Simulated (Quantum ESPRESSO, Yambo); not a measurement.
**Quasiparticle gap of Ca₂FeH₆**

```
Ca2FeH6
1.0
    0.00000     3.49608     3.49608
    3.49608     0.00000     3.49608
    3.49608     3.49608     0.00000
H Ca Fe
6 2 1
Direct
  0.77197   0.22803   0.22803
  0.22803   0.77197   0.77197
  0.22803   0.77197   0.22803
  0.77197   0.22803   0.77197
  0.22803   0.22803   0.77197
  0.77197   0.77197   0.22803
  0.25000   0.25000   0.25000
  0.75000   0.75000   0.75000
  0.00000   0.00000   0.00000
```

The geometry is that of Materials Project entry mp-1205964, symmetrised and not relaxed again.

Starting point: PBEsol (pw.x of Quantum ESPRESSO, ONCV potentials, no spin-orbit coupling). G0W0 in Yambo: 4×4×4 Γ-centred k mesh, bands 5 to 161 and a 8 Ry block in the screening, 161 bands in G with the Bruneval-Gonze terminator, plasmon pole fitted at 27.2 eV.

| Property | Result |
|---|---|
| PBEsol gap along the band path | 1.27 eV |
| PBEsol gap between the mesh's edge points (W → X) | 1.27 eV |
| G0W0 gap between the same points | 2.48 eV |
| PBEsol smallest direct gap on the mesh (at X) | 1.28 eV |
| G0W0 direct gap at that point | 2.48 eV |

```tsv
k point	band	E PBEsol (eV)	E QP (eV)	shift (eV)	Z
Γ	VB	-0.08	-0.25	-0.17	0.72
Γ	CB	2.76	4.11	1.35	0.77
L	VB	-0.09	-0.22	-0.14	0.72
L	CB	2.65	3.81	1.16	0.76
X	VB	-0.01	-0.11	-0.10	0.72
X	CB	1.27	2.37	1.10	0.77
W	VB	0.00	-0.10	-0.10	0.72
W	CB	1.67	2.75	1.07	0.77
```

Energies count from the PBEsol valence-band maximum.

Nearest settings tried, and what they do to the gap: 63 bands in W, 63 bands in G: +3 meV; 76 bands in W: -7 meV; 2 Ry block (51 vectors against 259): +390 meV. Not varied: mesh. So the settings aren't converged at that level.

The structure is a Materials Project entry; no match was found in the copy of COD used, and its stability was not checked.

The runs are not spin-polarised; magnetic order was not tried.
